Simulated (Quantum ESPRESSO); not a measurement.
# Moving one atom in Zn4ClS3

Calculated results; nothing here was measured. They come from pw.x of Quantum ESPRESSO 7.5, a plane-wave density functional program, with PseudoDojo standard norm-conserving files (v0.5 for PBE, v0.4.1 for LDA and PBEsol). The cells are made up: elements, strain and atom displacements were drawn at random, and nothing was relaxed. There is no spin polarisation, spin-orbit coupling or dispersion term.

The cell has 8 sites of a wurtzite lattice (rectangular cell). Sites 1 to 4 hold Zn Zn Zn Zn; sites 5 to 8 hold Cl S S S. Cell vectors in Å: (3.894, -0.006, -0.021); (-0.010, 6.623, 0.019); (-0.034, 0.018, 6.424). Settings: PBE, cutoff 1143 eV, 7 x 6 x 6 k mesh shifted by half a step, Fermi-Dirac smearing of 0.1 eV.

Each run shifts the Zn atom on site 1 along z and leaves all else fixed. Site 5 is one of its nearest neighbours. E is the free energy of the cell above the lowest run shown.

```
run,shift (Å),Fz on site 1 (eV/Å),Fz on site 5 (eV/Å),P (GPa),E (meV)
1,-0.0987,-0.139,-0.608,3.64,0.0
2,-0.0893,-0.172,-0.600,3.61,1.5
3,-0.0681,-0.250,-0.578,3.54,5.9
5,-0.0327,-0.393,-0.536,3.44,17.3
6,0.0513,-0.798,-0.391,3.24,66.6
7,0.0696,-0.900,-0.349,3.20,82.1
4,-0.0492,?,?,?,?
```

A rerun of one of these cells at 1437 eV and k mesh 9 x 8 x 8 moved values by no more than 0.002 eV in the cell's energy, 0.02 GPa in stress and 0.005 eV/Å in force.

## Worked fit

A parabola through the six runs shown gives Fz on site 1 = -0.540 - 4.71 u - 6.6 u² eV/Å, with u in Å and a scatter of 0.001 eV/Å. Minus the slope, 4.71 ± 0.03 eV/Å², is this atom's force constant along z at u = 0, with its periodic images moving too. The fitted force does not vanish within the range. The error is the larger of the fit's own and the change that a cubic makes, rounded up.

## Withheld run

Question: what Fz on site 1 should run 4 give?

The fit gives -0.324 eV/Å. The calculation gave -0.325 eV/Å.

```
run,shift (Å),Fz on site 1 (eV/Å),Fz on site 5 (eV/Å),P (GPa),E (meV)
4,-0.0492,-0.325,-0.557,3.49,11.4
```